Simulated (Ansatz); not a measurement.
## Computed properties of CdS

CdS:
```
CELL_PARAMETERS angstrom
      4.15997     0.00000     0.00000
     -2.07999     3.60264     0.00000
      0.00000     0.00000    13.55379
ATOMIC_POSITIONS crystal
  Cd 0.00000 0.00000 0.00051
  Cd 0.00000 0.00000 0.50051
  Cd 0.66667 0.33333 0.75028
  Cd 0.33333 0.66667 0.25028
  S  0.00000 0.00000 0.81251
  S  0.00000 0.00000 0.31251
  S  0.66667 0.33333 0.56234
  S  0.33333 0.66667 0.06234
```

Space group P6_3mc (No. 186); conventional cell a = b = 4.160 Å, c = 13.554 Å, α = β = 90.00°, γ = 120.00°.

Method: plane-wave PAW r²SCAN (Ansatz code). Geometry: relaxed at this level of theory. Other levels are named where they apply.

### Cell and energy

| Property | Value |
|---|---|
| Volume per atom | 25.39 Å³ |
| Density | 4.72 g/cm³ |
| Formation energy from the elements (no fitted shifts) | -78 kJ/mol of atoms |

### Electronic structure

| Item | Value |
|---|---|
| Band gap | 1.59 eV (direct) |
| Valence-band maximum | at Γ |
| Conduction-band minimum | at Γ |
| Electron effective mass | 0.15 mₑ (isotropic) |
| Electron effective mass with spin–orbit coupling | 0.15 mₑ (isotropic) |
| Hole effective mass, band 1 of 2 at the edge | 1.6 along x, 1.6 along z (mₑ) |
| Hole effective mass, band 2 of 2 at the edge | 0.15 along x, 1.6 along z (mₑ) |
| Hole effective mass with spin–orbit coupling | 0.32, 0.32, 1.7 mₑ (principal values) |
| HSE06 gap on the r²SCAN cell | 2.15 eV |
| Gap with spin–orbit coupling | 1.57 eV |

### Mechanics

| Property | Result |
|---|---|
| Bulk modulus (Birch–Murnaghan fit) | 60.4 GPa |
| Pressure derivative B′ | 4.5 |
| Elastic constants (relaxed ions, GPa) | C11 = 84.8, C12 = 52.4, C13 = 43.9, C33 = 93.8, C44 = 14.7 |
| Mechanical stability | stable (all eigenvalues of C positive) |
| Hill bulk and shear moduli | 60.4 and 17.0 GPa |
| Young's modulus | 46.7 GPa |
| Poisson's ratio | 0.37 |
| Debye temperature from the elastic constants | 217 K |
| Piezoelectric stress constants (proper, relaxed ions, C/m²) | e15 = e24 = 0.18, e31 = e32 = 0.20, e33 = -0.38 |

### Dielectric response

| Property | Value |
|---|---|
| Electronic dielectric constant ε∞ (DFPT) | 5.44 (xx = yy), 5.47 (zz) |
| Static dielectric constant ε0 (ions relaxed, cell fixed) | 8.91 (xx = yy), 9.17 (zz) |
| Born charges (a third of the trace) | Cd +2.18, S -2.18 e |
| Largest static χ(2) component | 32 pm/V |

### Phonons

| Item | Result |
|---|---|
| Highest zone-centre frequency (without LO–TO term) | 296 cm⁻¹ |
| Zone-centre stability | no imaginary mode at Γ |
| Dynamical stability on the path | stable (no imaginary branch) |
| Zero-point energy | 32.1 meV/atom |
| Vibrational entropy at 300 K | 36.6 J/(K·mol of atoms) |

### Charges

| Item | Value |
|---|---|
| Bader charges | Cd +0.94, S -0.94 e |

A made-up cell: these elements were put on the sites of a structure type. Its sites differ from those of the usual phase in this space group: another stacking or structure type. The cell was relaxed with r²SCAN under the symmetry of its start. Signs of piezoelectric constants follow the polarity of the cell as given. The references are the lowest solids computed at this level, not always the standard phases. Spin–orbit coupling is left out wherever it is not named.

Potentials: the later of the program's two PAW sets.
